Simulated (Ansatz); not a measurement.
A geometry of BaTiO₃ away from equilibrium: step 2 of the relaxation of a relaxed BaTiO3 cell, doubled along one cell vector, shaken by Gaussian noise of σ = 0.08 Å a coordinate. Calculation: r2SCAN (plane waves to 500 eV, PAW, scalar-relativistic; Ansatz, a quantum-chemistry and plane-wave program). Γ-centred k-mesh 8×8×4 on the run's cell, Fermi–Dirac smearing 0.05 eV.

```yaml
crystal:
  lattice:
    - [2.83933, 1.64911, 2.33105]
    - [-2.84911, 1.64792, 2.34380]
    - [-0.01183, -6.59313, 4.67419]
  atoms:
    - { symbol: Ba, position: [0.47617, 0.47824, 0.23428] }
    - { symbol: Ba, position: [0.47368, 0.46367, 0.73247] }
    - { symbol: Ti, position: [0.95533, 0.95607, 0.48045] }
    - { symbol: Ti, position: [0.97387, 0.95130, 0.97232] }
    - { symbol: O, position: [0.47906, 0.99899, 0.49197] }
    - { symbol: O, position: [0.50466, 0.96539, 0.98535] }
    - { symbol: O, position: [0.97657, 0.00221, 0.24570] }
    - { symbol: O, position: [0.97423, 0.98225, 0.74574] }
    - { symbol: O, position: [0.98526, 0.51358, 0.49687] }
    - { symbol: O, position: [0.01060, 0.49452, 0.98588] }
```

Q: What forces act on the atoms (eV/Å)?

A: 
```json
[
 {"atom": "Ba1", "Fx": "0.09", "Fy": "0.06", "Fz": "-0.20"},
 {"atom": "Ba2", "Fx": "-0.10", "Fy": "-0.09", "Fz": "0.26"},
 {"atom": "Ti3", "Fx": "-0.28", "Fy": "0.72", "Fz": "0.09"},
 {"atom": "Ti4", "Fx": "-0.22", "Fy": "-0.56", "Fz": "0.20"},
 {"atom": "O5", "Fx": "0.38", "Fy": "0.11", "Fz": "0.11"},
 {"atom": "O6", "Fx": "-0.39", "Fy": "-0.03", "Fz": "0.26"},
 {"atom": "O7", "Fx": "0.29", "Fy": "-0.42", "Fz": "0.10"},
 {"atom": "O8", "Fx": "0.06", "Fy": "0.62", "Fz": "-0.02"},
 {"atom": "O9", "Fx": "0.22", "Fy": "-0.10", "Fz": "-0.59"},
 {"atom": "O10", "Fx": "-0.07", "Fy": "-0.31", "Fz": "-0.22"}
]
```

Q: What is the pressure?

A: -0.4 GPa, compression positive.

No spin polarisation in the result.

The first start was generated by placing the elements on the sites of a structure type. A measured structure of BaTiO3 has the same space group, R3m (No. 160); the sites were not compared with it. Another known form has space group No. 99.
